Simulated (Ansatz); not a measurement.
## CaCu$_{2}$S$_{2}$ from PBEsol to PBEsol with spin-orbit coupling

```
Cu Ca S
1.0
     3.92843    0.00000    0.00000
    -1.96422    3.40212    0.00000
     0.00000    0.00000    6.50385
Cu Ca S
2 1 2
Direct
  0.33330 0.66670 0.37649
  0.66670 0.33330 0.62351
  0.00000 0.00000 0.00000
  0.33330 0.66670 0.74630
  0.66670 0.33330 0.25370
```

First run. Method: PBEsol in Ansatz 0.2.0, PAW datasets, plane waves to 420 eV, 8×8×4 Γ-centred mesh, fermi-dirac occupations of width 0.011 eV. Spin: none.

Second run. Method: PBEsol in Ansatz 0.2.0, PAW datasets, plane waves to 420 eV, 7×7×4 Γ-centred mesh, fermi-dirac occupations of width 0.011 eV, with spin-orbit coupling. Spin: spin-orbit. Both are single points on the same atoms.

Problem. How do the results differ?

Solution. The two runs give:

```
                   quantity  PBEsol  PBEsol with spin-orbit coupling
gap over mesh and path (eV)    1.02                             1.01
             pressure (GPa)    -4.4                             -4.4
       largest force (eV/Å)    0.44                             0.44
     Bader charge of Cu (e)   +0.40                            +0.40
     Bader charge of Ca (e)   +1.41                            +1.41
      Bader charge of S (e)   -1.10                            -1.10
```

The gap narrows by 0.01 eV.

Origin of the cell: a database entry at a slightly scaled volume.

Caveats: second run, the SCF threshold is loose for a stress; the cell is not relaxed; each run has its own k mesh, so differences hold the mesh's error too; pressure is positive in compression.
